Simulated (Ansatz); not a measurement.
A relaxation computed with Ansatz, from input to last step.

```yaml
crystal:
  lattice:
    - [3.505250794, 0.0, 0.0]
    - [-1.752625397, 3.0356362343, 0.0]
    - [0.0, 0.0, 15.5957307996]
  atoms:
    - { symbol: Te, position: [0.3333333333, 0.6666666667, 0.6255584266] }
    - { symbol: Te, position: [0.6666666667, 0.3333333333, 0.1255584266] }
    - { symbol: Te, position: [0.3333333333, 0.6666666667, 0.8628174036] }
    - { symbol: Te, position: [0.6666666667, 0.3333333333, 0.3628174036] }
    - { symbol: Mo, position: [0.3333333333, 0.6666666667, 0.2441879151] }
    - { symbol: Mo, position: [0.6666666667, 0.3333333333, 0.7441879151] }
    - { symbol: Li, position: [0.0, 0.0, -0.0058120849] }
    - { symbol: Li, position: [1.0, 1.0, 0.4941879151] }
basis:
  ecutwfc: 420
kpoints:
  mp_grid: { grid: [12, 12, 2] }
hamiltonian:
  xc: pbe
  dispersion: d3bj
scf:
  occupations: { method: gaussian, width: 0.1 }
output:
  forces: true
  stress: true
  eigenvalues: true
relax:
  adjacent_minimum: "off"
  f_tol: 0.025
  max_steps: 70
  cell: { stress_tol: 0.12 }
```

```bash
ansatz run input.yaml --threads 2 --pin off --max-ram 5120MiB --backend cpu --events-out ev --progress --plain --runs-dir out
```

Method: DFT PBE+D3(BJ), scalar-relativistic, plane waves, PAW (Ansatz).

Of 4 frames 4 are shown, positions in Å and forces in eV/Å; the SCF threshold varies from step to step. Steps run on the plane waves of an earlier cell, with a Pulay correction in the pressure. The basis is chosen afresh for the last frame, the zero of the energies, and can be on the way; energy and pressure step there, also at an unchanged geometry. The mark taken_back stands on steps that the optimiser undid.

```xyz
8
Lattice="3.5053 0.0000 0.0000 -1.7526 3.0356 0.0000 0.0000 0.0000 15.5957" Properties=species:S:1:pos:R:3:forces:R:3 pbc="T T T" step=1 free_energy_over_end_meV_per_atom=0.08 pressure_GPa=0.26
Te    0.0000    2.0238    9.7560    0.0000    0.0000   -0.0070
Te    1.7526    1.0119    1.9582    0.0000    0.0000   -0.0070
Te    0.0000    2.0238   13.4563    0.0000    0.0000    0.0070
Te    1.7526    1.0119    5.6584    0.0000    0.0000    0.0070
Mo    0.0000    2.0238    3.8083    0.0000    0.0000    0.0000
Mo    1.7526    1.0119   11.6062    0.0000    0.0000    0.0000
Li    0.0000    0.0000   -0.0906    0.0000    0.0000    0.0000
Li    1.7526    3.0356    7.7072    0.0000    0.0000    0.0000
8
Lattice="3.5154 0.0000 0.0000 -1.7577 3.0444 0.0000 0.0000 0.0000 15.6595" Properties=species:S:1:pos:R:3:forces:R:3 pbc="T T T" step=2 free_energy_over_end_meV_per_atom=0.17 pressure_GPa=-0.42 taken_back
Te    0.0000    2.0296    9.8014    0.0000    0.0000    0.0390
Te    1.7577    1.0148    1.9717    0.0000    0.0000    0.0390
Te    0.0000    2.0296   13.5057    0.0000    0.0000   -0.0390
Te    1.7577    1.0148    5.6760    0.0000    0.0000   -0.0390
Mo    0.0000    2.0296    3.8239    0.0000    0.0000    0.0000
Mo    1.7577    1.0148   11.6536    0.0000    0.0000    0.0000
Li    0.0000    0.0000   -0.0910    0.0000    0.0000    0.0000
Li    1.7577    3.0444    7.7387    0.0000    0.0000    0.0000
8
Lattice="3.5080 0.0000 0.0000 -1.7540 3.0381 0.0000 0.0000 0.0000 15.6271" Properties=species:S:1:pos:R:3:forces:R:3 pbc="T T T" step=3 free_energy_over_end_meV_per_atom=0.01 pressure_GPa=0.03
Te    0.0000    2.0254    9.7785    0.0000    0.0000    0.0060
Te    1.7540    1.0127    1.9649    0.0000    0.0000    0.0060
Te    0.0000    2.0254   13.4805    0.0000    0.0000   -0.0060
Te    1.7540    1.0127    5.6669    0.0000    0.0000   -0.0060
Mo    0.0000    2.0254    3.8159    0.0000    0.0000    0.0000
Mo    1.7540    1.0127   11.6295    0.0000    0.0000    0.0000
Li    0.0000    0.0000   -0.0908    0.0000    0.0000    0.0000
Li    1.7540    3.0381    7.7227    0.0000    0.0000    0.0000
8
Lattice="3.5080 0.0000 0.0000 -1.7540 3.0381 0.0000 0.0000 0.0000 15.6271" Properties=species:S:1:pos:R:3:forces:R:3 pbc="T T T" step=4 free_energy_over_end_meV_per_atom=0.00 pressure_GPa=0.03
Te    0.0000    2.0254    9.7785    0.0000    0.0000    0.0060
Te    1.7540    1.0127    1.9649    0.0000    0.0000    0.0060
Te    0.0000    2.0254   13.4805    0.0000    0.0000   -0.0060
Te    1.7540    1.0127    5.6669    0.0000    0.0000   -0.0060
Mo    0.0000    2.0254    3.8159    0.0000    0.0000    0.0000
Mo    1.7540    1.0127   11.6295    0.0000    0.0000    0.0000
Li    0.0000    0.0000   -0.0908    0.0000    0.0000    0.0000
Li    1.7540    3.0381    7.7227    0.0000    0.0000    0.0000
```

Time: 30 s on 2 threads of Intel(R) Xeon(R) Platinum 8488C (Sapphire Rapids), with other jobs on the host, peak memory 0.7 GiB.

 An atom lies near a switch of its D3 coefficient C6 between reference coordination numbers, so the dispersion energy changes steeply there and can make or shift the minimum.